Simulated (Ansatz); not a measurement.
TaSi₂:
```cif
data_Si6Ta3
_chemical_formula_sum 'Si6 Ta3'
_space_group_name_H-M_alt 'P 1'
_space_group_IT_number 1
_cell_length_a 4.76193
_cell_length_b 4.76193
_cell_length_c 6.55306
_cell_angle_alpha 90.000
_cell_angle_beta 90.000
_cell_angle_gamma 120.000
loop_
_space_group_symop_operation_xyz
  'x, y, z'
loop_
_atom_site_label
_atom_site_type_symbol
_atom_site_fract_x
_atom_site_fract_y
_atom_site_fract_z
_atom_site_occupancy
Si1 Si 0.15910 0.31820 0.50000 1
Si2 Si 0.84090 0.15910 0.83333 1
Si3 Si 0.68180 0.84090 0.16667 1
Si4 Si 0.84090 0.68180 0.50000 1
Si5 Si 0.15910 0.84090 0.83333 1
Si6 Si 0.31820 0.15910 0.16667 1
Ta1 Ta 0.50000 0.00000 0.50000 1
Ta2 Ta 0.50000 0.50000 0.83333 1
Ta3 Ta 0.00000 0.50000 0.16667 1
```

Relaxed with PBEsol.

### Question
Which orbitals make up the states near the Fermi level in PBEsol (plane waves, PAW; program Ansatz)?

### Answer
Within 0.5 eV of the Fermi level: Ta 5d 68 %, Si 3p 23 %. Projections are on Löwdin-orthogonalised atomic valence shells; empty p or d shells of many metals are not among them.

### Question
Tabulate the density of states.

### Answer
States/eV per cell of 9 atoms, in 0.25 eV bins, energy from the Fermi level.

| E (eV) | total | Ta 5d | Si 3p | Si 3s |
|---|---|---|---|---|
| -7.85 | 2.75 | 0.57 | 0.84 | 1.14 |
| -7.60 | 2.32 | 0.51 | 0.66 | 0.98 |
| -7.35 | 1.97 | 0.39 | 0.62 | 0.81 |
| -7.10 | 3.08 | 0.65 | 0.95 | 1.25 |
| -6.85 | 2.24 | 0.50 | 0.71 | 0.87 |
| -6.60 | 1.55 | 0.35 | 0.58 | 0.49 |
| -6.35 | 1.56 | 0.34 | 0.74 | 0.34 |
| -6.10 | 2.14 | 0.48 | 1.16 | 0.31 |
| -5.85 | 3.26 | 0.72 | 1.94 | 0.32 |
| -5.60 | 3.87 | 0.94 | 2.23 | 0.45 |
| -5.35 | 4.30 | 1.01 | 2.58 | 0.43 |
| -5.10 | 2.38 | 0.59 | 1.29 | 0.32 |
| -4.85 | 3.23 | 0.84 | 1.77 | 0.37 |
| -4.60 | 3.61 | 1.03 | 1.95 | 0.36 |
| -4.35 | 3.66 | 1.11 | 1.87 | 0.37 |
| -4.10 | 2.83 | 0.88 | 1.38 | 0.33 |
| -3.85 | 3.24 | 1.05 | 1.57 | 0.39 |
| -3.60 | 3.56 | 1.13 | 1.76 | 0.46 |
| -3.35 | 4.10 | 1.42 | 1.95 | 0.48 |
| -3.10 | 4.91 | 1.89 | 2.31 | 0.44 |
| -2.85 | 7.26 | 3.02 | 3.43 | 0.45 |
| -2.60 | 7.35 | 3.27 | 3.45 | 0.32 |
| -2.35 | 11.14 | 5.45 | 4.96 | 0.31 |
| -2.10 | 11.27 | 5.81 | 4.77 | 0.26 |
| -1.85 | 5.99 | 2.97 | 2.52 | 0.23 |
| -1.60 | 4.85 | 2.65 | 1.75 | 0.23 |
| -1.35 | 3.68 | 2.25 | 1.11 | 0.17 |
| -1.10 | 2.82 | 1.80 | 0.78 | 0.12 |
| -0.85 | 1.92 | 1.26 | 0.51 | 0.08 |
| -0.60 | 1.73 | 1.15 | 0.44 | 0.07 |
| -0.35 | 1.68 | 1.14 | 0.39 | 0.07 |
| -0.10 | 3.34 | 2.25 | 0.83 | 0.09 |
| 0.15 | 3.32 | 2.27 | 0.72 | 0.13 |
| 0.40 | 1.84 | 1.27 | 0.36 | 0.08 |
| 0.65 | 2.04 | 1.44 | 0.35 | 0.09 |
| 0.90 | 2.12 | 1.44 | 0.36 | 0.15 |
| 1.15 | 2.33 | 1.36 | 0.50 | 0.28 |
| 1.40 | 3.48 | 1.36 | 1.11 | 0.73 |
| 1.65 | 2.64 | 1.03 | 0.84 | 0.46 |
| 1.90 | 5.49 | 2.25 | 1.79 | 0.77 |
| 2.15 | 4.31 | 1.90 | 1.30 | 0.56 |
| 2.40 | 6.62 | 3.10 | 1.79 | 0.74 |
| 2.65 | 7.04 | 3.03 | 1.87 | 0.86 |
| 2.90 | 6.33 | 2.62 | 1.60 | 0.82 |
| 3.15 | 5.90 | 2.22 | 1.55 | 0.65 |
| 3.40 | 5.74 | 2.22 | 1.51 | 0.66 |
| 3.65 | 6.72 | 2.84 | 1.69 | 0.73 |
| 3.90 | 7.58 | 3.28 | 1.85 | 0.95 |
| 4.15 | 7.36 | 3.21 | 1.71 | 0.98 |
| 4.40 | 6.20 | 2.53 | 1.54 | 0.85 |
| 4.65 | 6.38 | 2.40 | 1.90 | 0.78 |

Space group P6_222. Symmetry was held in the PBEsol relaxation. No spin polarisation was allowed. Spin–orbit coupling is left out wherever it is not named.

Potentials: the later of the program's two PAW sets.
